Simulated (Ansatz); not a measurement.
N-14 nuclear quadrupole resonance in HfN under strain

Cell: a structure deposited in the COD, relaxed with PBE at fixed cell and then changed (z stretched by 2 %, ions relaxed).

```
CELL_PARAMETERS angstrom
0.00000 2.25900 2.30418
2.25900 0.00000 2.30418
2.25900 2.25900 0.00000
ATOMIC_POSITIONS crystal
Hf 0.00000 0.00000 0.00000
N 0.50000 0.50000 0.50000
```

Atoms are numbered from 1 in the order listed; like atoms form one site, named after its first atom.

Method: Kohn–Sham DFT in Ansatz, PBE, plane waves and PAW, scalar-relativistic, 420 eV cutoff, Γ-centred 18×18×18 k-points, Fermi–Dirac smearing 0.05 eV.

N-14: I = 1, Q = 20.44 mb (year-2017 value). Static lattice, zero field.

Question: The simulated lines lie at 0.245 MHz. What are |C_Q|, η and |V_zz| at N?

Answer: For I = 1 the lines are ν± = (3/4)|C_Q|(1 ± η/3) and ν₀ = |C_Q|η/2. Here |C_Q| = 0.326 MHz, η = 0.00 and |V_zz| = 0.66 × 10²¹ V/m². The calculation gives V_zz positive; the lines don't show the sign. The site has 6 Hf at 2.26–2.30 Å.

An axis of threefold or higher order runs through N, so V_zz lies along it and η is zero.

The run finds no gap above 0.1 eV (a metal, or nearly one), so the gradients can move by 10 % or more with the k-mesh. Without spin–orbit coupling the gradients at and beside Hf can be off by some per cent, at some sites by more.
